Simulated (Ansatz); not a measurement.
## Structure optimisation: silver, diamond

All numbers below come from DFT, r2SCAN, plane waves (500 eV) with PAW, scalar-relativistic in Ansatz 0.2.0. (PAW data from PBE, frozen cores regenerated.)

k-point mesh 10×10×10, Fermi-Dirac smearing 0.1 eV, no spin polarisation. Cell and atoms relax.

Starting structure:

```
Ag
1.0
     0.00000    2.84497    2.84497
     2.84497    0.00000    2.84497
     2.84497    2.84497    0.00000
Ag
2
Cartesian
  0.7112 0.7112 0.7112
  4.9787 4.9787 4.9787
```

Problem. The pressure at the start is 14.3 GPa. By how much does the volume change?

Solution. From 23.03 to 28.30 Å³ per atom, 22.9 %. The final cell has a = 6.095 Å.

Problem. How much energy does the relaxation gain?

Solution. 188.4 meV per atom.

Path of the relaxation (the plane waves are chosen anew near the end, which can shift the energy a little):

```
step  E − E(final) (meV/atom)  V (Å³/atom)  P (GPa)  max force (eV/Å)
   0                   188.37       23.027    14.31             0.000
   1                    16.93       26.561     2.90             0.000
   2                     4.69       27.640     0.92             0.000
   3                     3.17       28.174     0.12             0.000
   4                     3.16       28.255     0.00             0.000
   5                     0.02       28.255     0.06             0.000
   6                     0.02       28.298     0.00             0.000
   7                     0.00       28.298     0.00             0.000
```
